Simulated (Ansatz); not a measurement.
Consider the following.

Co₂P:
```
Co2P
1.0
    5.41198     0.00000     0.00000
    0.00000     3.47033     0.00000
    0.00000     0.00000     6.52650
Co P
8 4
Direct
  0.03255   0.75000   0.67005
  0.96745   0.25000   0.32995
  0.46745   0.25000   0.17005
  0.53255   0.75000   0.82995
  0.35445   0.25000   0.56481
  0.64555   0.75000   0.43519
  0.14555   0.75000   0.06481
  0.85445   0.25000   0.93519
  0.75053   0.25000   0.62119
  0.24947   0.75000   0.37881
  0.74947   0.75000   0.12119
  0.25053   0.25000   0.87881
```

This is the PBEsol-relaxed structure.

Task: All from the program Ansatz at the PBEsol level (PAW), unless another level is named. Estimate the highest zone-centre frequency.

Result: 471 cm⁻¹.

Task: Give the bulk modulus (Birch–Murnaghan fit).

Result: 252 GPa.

Space group Pnma. The workflow started from a Materials Project entry (that database holds measured and hypothetical structures alike); the Crystallography Open Database files this formula in space group No. 62, but the cells were not matched. Its standing as an ambient phase is unchecked. Symmetry was held in the PBEsol relaxation; its stability against distortions is not shown here. The workflow began spin-polarised and lost its moments. As this level gives no gap, phonon frequencies hold no LO–TO term and depend on the k-mesh and smearing (Fermi–Dirac, 0.1 eV here).

Potentials: the later of the program's two PAW sets.
